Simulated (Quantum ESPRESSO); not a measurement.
## Calculated data, MgAl₂GeP₄ (made-up cell)

Calculation on a made-up crystal cell, not a measurement: periodic Kohn-Sham density functional theory in plane waves with PseudoDojo standard norm-conserving scalar-relativistic pseudopotentials, each functional with its own files (v0.5 for PBE, v0.4.1 for LDA and PBEsol), no spin polarisation, no spin-orbit coupling, atoms not relaxed, stress positive in tension, energies less a fixed whole-eV offset for each atom's element; levels are Kohn-Sham levels at fractions of this cell's reciprocal vectors, counted from the reference band (half the neutral cell's valence electrons, rounded up) at Gamma; error bars cover cutoff and k-mesh only, not smearing or the files; added strain carries the atoms with the cell, and shear is the tensor component; each bar is the largest change over components, and at least 0.002 eV, 0.002 eV per angstrom or 0.02 GPa; energies are for the whole cell, and the offsets were chosen from early runs and are not element reference energies. Program: Quantum ESPRESSO 7.5.

MgAl₂GeP₄ (made-up cell)

Unstrained structure:
```xyz
8
Lattice="5.4654 0.0000 0.0000 0.0000 5.4654 0.0000 0.0000 0.0000 5.4654" Properties=species:S:1:pos:R:3 MgAl2GeP4
Al     0.0046     0.0627    -0.0088
Ge     0.0368     2.7357     2.6954
Mg     2.6970     0.0330     2.6688
Al     2.7417     2.7409    -0.0100
P      1.3750     1.3637     1.4002
P      1.4037     4.1229     4.0911
P      4.0690     1.3888     4.1322
P      4.0913     4.1237     1.4003
```

| Item | Value |
| --- | --- |
| lattice type | zincblende/diamond |
| functional | pbe |
| cutoff | 1143 eV |
| fermi dirac smearing | 0.025 eV |
| scf tolerance | 1e-07 eV |
| electrons removed | 0 |
| added strain kind | biaxial xx and yy |
| added strain | 0.0087 |
| k mesh | 4 x 4 x 4, shifted by half a step |
| structure shown | before the added strain of 0.0087 |
| free energy less offsets | 1.254 eV |
| smearing term minus ts | 0 eV |
| scf iterations | 10 |
| pressure | 3.664 GPa |
| stress xx | -3.613 GPa |
| stress yy | -3.891 GPa |
| stress zz | -3.488 GPa |
| stress yz | 0.1957 GPa |
| stress xz | -0.3477 GPa |
| stress xy | 2.093 GPa |
| error bar energy | 0.006682 eV |
| error bar stress | 0.02 GPa |
| error bar force | 0.002 eV/Å |
| error bars from | tighter rerun of a related cell |

Atoms:
```csv
atoms element,atom site,atom energy offset (eV)
Al,1,-64
Ge,2,-2430
Mg,3,-1617
Al,4,-64
P,5,-189
P,6,-189
P,7,-189
P,8,-189
```

Forces:
```csv
site,x (eV/Å),y (eV/Å),z (eV/Å)
1,-0.1034,-0.5785,0.06839
2,-0.4871,0.3129,0.7038
3,0.6696,-0.2565,0.9388
4,-0.09403,0.3202,0.3833
5,-0.8213,1.101,-1.372
6,-0.8606,-0.5284,0.5408
7,0.7864,0.302,-0.278
8,0.9103,-0.6726,-0.9852
```
